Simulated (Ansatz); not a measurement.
Molecular dynamics on a 2×2×1 supercell (16 atoms) of Cd2SeS (ordering on zincblende), relaxed with r2SCAN. Forces come from r2SCAN in the PAW code Ansatz: a Langevin thermostat at fixed volume, 300 K, steps of 2 fs. Spin polarisation is off, nuclei are classical, and the run is far too short for thermal averages. The structure comes from a prototype and may be hypothetical.

```yaml
crystal:
  lattice:
    - [8.4954953613, 0.0, 0.0]
    - [0.0, 8.4954953613, 0.0]
    - [0.0, 0.0, 6.0010680162]
  atoms:
    - { symbol: S, position: [0.0, 0.0, 0.0] }
    - { symbol: Cd, position: [0.0, 0.25, 0.7619663852] }
    - { symbol: Se, position: [0.25, 0.25, 0.5] }
    - { symbol: Cd, position: [0.25, 0.0, 0.2380336148] }
    - { symbol: S, position: [0.0, 0.5, 0.0] }
    - { symbol: Cd, position: [0.0, 0.75, 0.7619663852] }
    - { symbol: Se, position: [0.25, 0.75, 0.5] }
    - { symbol: Cd, position: [0.25, 0.5, 0.2380336148] }
    - { symbol: S, position: [0.5, 0.0, 0.0] }
    - { symbol: Cd, position: [0.5, 0.25, 0.7619663852] }
    - { symbol: Se, position: [0.75, 0.25, 0.5] }
    - { symbol: Cd, position: [0.75, 0.0, 0.2380336148] }
    - { symbol: S, position: [0.5, 0.5, 0.0] }
    - { symbol: Cd, position: [0.5, 0.75, 0.7619663852] }
    - { symbol: Se, position: [0.75, 0.75, 0.5] }
    - { symbol: Cd, position: [0.75, 0.5, 0.2380336148] }
kpoints:
  mp_grid: { grid: [2, 2, 2] }
hamiltonian:
  xc: r2scan
scf:
  occupations: { method: fermi_dirac, width: 0.026 }
md:
  ensemble: nvt_langevin
  temperature: 300
  timestep: 2.0
  n_steps: 20
  initial_velocities: maxwell_boltzmann
  seed: 4552
```

Run as `ansatz run input.yaml --threads 4 --pin off --max-ram 3686MiB --backend cpu --events-out ev --progress --plain --runs-dir out`. It ended after 7.6 min on 4 threads of Intel(R) Xeon(R) Processor @ 2.50GHz (Skylake/Cascade Lake), on a shared host, load about 0.9 per core; peak host memory 2.8 GiB.

| step | t (fs) | T (K) | free energy F from step 0 (meV/atom) | kinetic energy (meV/atom) | largest force (eV/Å) |
| --- | --- | --- | --- | --- | --- |
| 0 | 0 | 281 | 0.0 | 36.4 | 0.00 |
| 1 | 2 | 308 | 0.2 | 39.8 | 0.13 |
| 2 | 4 | 310 | 0.7 | 40.1 | 0.27 |
| 3 | 6 | 314 | 1.7 | 40.6 | 0.41 |
| 4 | 8 | 263 | 2.9 | 34.0 | 0.54 |
| 5 | 10 | 254 | 4.2 | 32.9 | 0.65 |
| 6 | 12 | 236 | 5.8 | 30.5 | 0.76 |
| 7 | 14 | 219 | 7.6 | 28.3 | 0.86 |
| 8 | 16 | 210 | 9.5 | 27.1 | 0.96 |
| 9 | 18 | 202 | 11.5 | 26.2 | 1.06 |
| 10 | 20 | 198 | 13.6 | 25.6 | 1.14 |
| 11 | 22 | 193 | 15.6 | 25.0 | 1.20 |
| 12 | 24 | 189 | 17.3 | 24.5 | 1.24 |
| 13 | 26 | 179 | 18.8 | 23.2 | 1.24 |
| 14 | 28 | 171 | 20.1 | 22.0 | 1.23 |
| 15 | 30 | 172 | 21.2 | 22.2 | 1.20 |
| 16 | 32 | 147 | 22.0 | 19.0 | 1.16 |
| 17 | 34 | 136 | 22.6 | 17.6 | 1.11 |

The temperature goes from 281 K to 136 K in 34 fs. The thermostat hasn't had time to restore it. The atoms start on their lattice sites with kinetic energy alone, so much of it first passes into potential energy. By the last step the atoms have moved 0.08 Å in the root mean square, the drift of the whole cell taken out, 0.12 Å at most. The job's limit cut the run after 17 of 20 steps.

Positions (Å) and forces (eV/Å) at step 17:
```
S    0.031  -0.022   0.002    -0.462   0.343  -0.166
Cd  -0.030   2.154   4.494     0.777  -0.238   0.558
Se   2.154   2.065   3.012     0.065   0.191  -0.157
Cd   2.116  -0.030   1.386     0.248   0.148   0.067
S   -0.011   4.226  -0.018    -0.213  -0.048   0.046
Cd  -0.007   6.368   4.633     0.193  -0.028  -0.560
Se   2.179   6.331   2.882    -0.264   0.209   0.783
Cd   2.088   4.217   1.409     0.087  -0.353   0.047
S    4.261   0.103  -0.083     0.123  -0.854   0.685
Cd   4.351   2.104   4.559    -0.603   0.660  -0.122
Se   6.411   2.170   3.066    -0.299  -0.221  -1.045
Cd   6.358  -0.013   1.476     0.034   0.300  -0.320
S    4.178   4.293  -0.069     0.421  -0.472   0.401
Cd   4.263   6.370   4.606    -0.101   0.374  -0.415
Se   6.360   6.353   2.928     0.151   0.164   0.669
Cd   6.348   4.255   1.446    -0.157  -0.176  -0.472
```
